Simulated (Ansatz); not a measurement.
Level of theory: DFT PBE, scalar-relativistic, plane waves, PAW (Ansatz). The final run on the 10-atom cell used 420 eV, a Γ-centred 10×10×10 mesh, 0.02 eV smearing and no spin polarisation.

Formation energies are uncorrected and refer to the elements' standard structures at the same level.

Question: Find a candidate tetragonal semiconductor with formula Al3Ga2As5, with a gap near 1.0 eV, a formation energy near −0.43 eV/atom and a density near 4.19 g/cm³, in a cell of 10 atoms. Its symmetry should be I-4m2 (No. 119).

Answer: Al3Ga2As5, space group I-4m2 (No. 119). Around Al on a site of symmetry -4m2 lie 4 As at 2.48 Å; around Al on a site of symmetry 2mm lie 4 As at 2.48 Å; Ga has 4 As at 2.49 Å; As on a site of symmetry 2mm is surrounded by 2 Al at 2.48 Å and 2 Ga at 2.49 Å; 2 more sites not described.

```
CELL_PARAMETERS angstrom
-2.02762 2.02762 14.33887
2.02762 -2.02762 14.33887
2.02762 2.02762 -14.33887
ATOMIC_POSITIONS crystal
Al 0.00000 0.00000 0.00000
Al 0.59981 0.59981 0.00000
Al 0.40019 0.40019 0.00000
Ga 0.19987 0.19987 0.00000
Ga 0.80013 0.80013 0.00000
As 0.64953 0.14953 0.50000
As 0.25000 0.75000 0.50000
As 0.85047 0.35047 0.50000
As 0.45009 0.95009 0.50000
As 0.04991 0.54991 0.50000
```

- Volume per atom: 23.58 Å³
- Density: 4.19 g/cm³
- Energy over the elements: −0.432 eV/atom
- Gap on the 10×10×10 mesh of the 10-atom cell: 1.04 eV

The cell was found from a structure generator's guess, not taken from experiment. Other answers may fit too; this one was computed.

Kohn–Sham gaps at this level usually fall short of measured ones. The reference form of As is held partly by dispersion forces, which this level lacks. A later test with randomly moved atoms came back to the same energy, though modes that don't fit the test's cell weren't probed.
